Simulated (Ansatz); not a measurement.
Energy against total moment in Yb

The cell (1 atom) is Yb as an experimental structure (space group Fm-3m). Source: COD entry 9010997, which need not be the ambient phase.

```
Yb
1.0
     0.00000    2.74310    2.74310
     2.74310    0.00000    2.74310
     2.74310    2.74310    0.00000
Yb
1
Direct
  0.00000 0.00000 0.00000
```

Site labels below count the atoms in this order, from 1.

Level of theory: DFT, PBE+U, PAW, plane waves, scalar-relativistic in Ansatz development build ahead of 0.2.0.

```yaml
Hubbard_term_Dudarev_form: U − J = 5.2 eV on Yb f, on Löwdin-orthonormalised all-electron atomic orbitals
Plane-wave_cutoff: 420 eV
k-point_mesh: 10×10×10 (Γ-centred)
Occupations: Fermi–Dirac smearing, 0.1 eV
```

The total moment includes the space between the atomic spheres.

Spin–orbit coupling is left out, so orbital moments of the f shell are missing. The cell's symmetry can hold the f shell in a filling that isn't the lowest. A static U favours moments and orbital order; the result depends on U and need not be the measured state. The U is a test value, not one fitted to this metal, and a U on a metal's d shells tends to overstate moments.

The total moment of the cell is held fixed (separate Fermi levels for the two spins), shared at the start among the Yb atoms with one sign; no search for lower states follows. Energies are free energies per cell above the lowest run, the runs with a free moment included. A row is the solution that its start led to, not a proven minimum at that M. The run at M = 0 starts without moments and gives the spin-unpolarised solution. The cell holds one magnetic atom, so only parallel order fits; orders in a larger cell may lie lower.

The run at M = 0.50 μB took 11 s on 2 threads of Intel(R) Xeon(R) Platinum 8259CL CPU @ 2.50GHz (Skylake/Cascade Lake), on a shared host, peak memory 0.42 GiB.

```tsv
fixed M (μB/cell)	F − F(lowest) (meV/cell)	moments of Yb1 (μB)
0.00	0	0.00
0.13	4	0.06
0.25	20	0.12
0.38	?	?
0.50	84	0.24
0.63	133	0.31
0.75	?	?
0.88	253	0.44
1.00	326	0.51
```

(1) Fill in the row for M = 0.38 μB.

(2) Fill in the row for M = 0.75 μB.

## Answers

(1) 48 meV; moments Yb1 0.18 μB.

(2) 186 meV; moments Yb1 0.37 μB.

With the constraint released: “usual moment scaled by 0.1, free total moment [Yb1 0.10 μB]” ends at 0.00 μB, 0 meV; “usual moment, free total moment [Yb1 1.00 μB]” ends at 0.00 μB, 0 meV.
